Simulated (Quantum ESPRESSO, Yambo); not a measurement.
# G0W0 results for SiO2

```cif
data_O8Si4
_chemical_formula_sum 'O8 Si4'
_space_group_name_H-M_alt 'P 1'
_space_group_IT_number 1
_cell_length_a 8.27706
_cell_length_b 5.05506
_cell_length_c 5.05506
_cell_angle_alpha 121.214
_cell_angle_beta 90.000
_cell_angle_gamma 90.000
loop_
_space_group_symop_operation_xyz
  'x, y, z'
loop_
_atom_site_label
_atom_site_type_symbol
_atom_site_fract_x
_atom_site_fract_y
_atom_site_fract_z
_atom_site_occupancy
O1 O 0.00000 0.39658 0.39658 1
O2 O 0.50000 0.39658 0.39658 1
O3 O 0.54332 0.96807 0.53467 1
O4 O 0.45668 0.53467 0.96807 1
O5 O 0.95668 0.96807 0.53467 1
O6 O 0.04332 0.53467 0.96807 1
O7 O 0.25000 0.73877 0.42639 1
O8 O 0.75000 0.42639 0.73877 1
Si1 Si 0.93733 0.33132 0.65976 1
Si2 Si 0.06267 0.65976 0.33132 1
Si3 Si 0.56267 0.33132 0.65976 1
Si4 Si 0.43733 0.65976 0.33132 1
```

The geometry is that of Materials Project entry mp-554573, symmetrised and not relaxed again.

Starting point: norm-conserving PBEsol (Quantum ESPRESSO, 84 Ry, without SOC). G0W0 in Yambo: 1×2×2 Γ-centred k mesh, 261 bands and a 7 Ry block in the screening, 261 bands in G with the Bruneval-Gonze terminator, plasmon pole fitted at 27.2 eV.

```yaml
PBEsol gap along the band path: 5.81 eV
PBEsol gap between the mesh's edge points (Γ → Γ): 5.81 eV
G0W0 gap between the same points: 8.70 eV
```

| k point | band | E PBEsol (eV) | E QP (eV) | shift (eV) | Z |
|---|---|---|---|---|---|
| Γ | VB | 0.00 | -1.82 | -1.82 | 0.83 |
| Γ | CB | 5.81 | 6.88 | 1.07 | 0.88 |
| (0, 0, -0.5) | VB | -0.14 | -1.97 | -1.84 | 0.83 |
| (0, 0, -0.5) | CB | 8.02 | 9.53 | 1.51 | 0.87 |
| (0, -0.5, -0.5) | VB | -0.07 | -1.90 | -1.83 | 0.83 |
| (0, -0.5, -0.5) | CB | 8.05 | 9.57 | 1.53 | 0.87 |

Energies count from the PBEsol valence-band maximum.

Nearest settings tried, and what they do to the gap: 169 bands in G: -6 meV; 169 bands in W, 169 bands in G: +21 meV; 6 Ry block (317 vectors against 385): -42 meV. Not varied: mesh. So the settings aren't converged at that level. The k mesh is coarse.

This is not the ordinary phase of the substance; no match was found in the copy of COD used, and its stability was not checked.
